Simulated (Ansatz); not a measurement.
### Question
Each is relaxed and computed with r²SCAN (plane waves, PAW; program Ansatz). Which is the only metal?
A. Al2O3, corundum
B. SiC, zinc blende
C. Y2AlSi2, Immm (Y on 4j, Al on 2a, Si on 4h)
D. AlN, wurtzite

### Answer
C, Y2AlSi2, Immm (Y on 4j, Al on 2a, Si on 4h). Y2AlSi2: metal; SiC: gap 1.71 eV (indirect); AlN: gap 4.87 eV (direct); Al2O3: gap 7.15 eV (direct). Standing as an ambient phase not checked: Y2AlSi2, Immm (Y on 4j, Al on 2a, Si on 4h). All cells were relaxed under the symmetry of their starts (and spin orders); stability against distortions was not tested throughout. Rows with no word on spin ran without spin polarisation. Spin–orbit coupling is left out wherever it is not named.

Potentials: the earlier of the program's two PAW sets.
